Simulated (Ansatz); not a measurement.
**Question.** Cl (molecular I2 type, space group No. 64) is relaxed with PBE (plane waves, PAW; program Ansatz). What lattice parameters of the conventional cell result?

**Answer.** a = 7.989 Å, b = 4.293 Å, c = 8.335 Å.

**Question.** Give the free coordinates with the occupied sites.

**Answer.** In one choice of origin and axes:

```json
[
 {"atom": "Cl", "site": "8f", "symmetry": "m..", "x": "0.0000", "y": "0.1136", "z": "0.3935"}
]
```

**Question.** Is it a metal or does it have a gap at this level?

**Answer.** A gap of 2.30 eV, direct.

Space group Cmce (molecular I2 type). Symmetry was held in the PBE relaxation. The substance is a gas or liquid at ambient conditions; this is its low-temperature solid. The volume lies over 15 % above that of the usual cell of this phase: another minimum, or an error of the functional. A crystal of weakly bound molecules computed without a dispersion correction: the cell and the soft elastic constants depend strongly on that.

Potentials: the later of the program's two PAW sets.
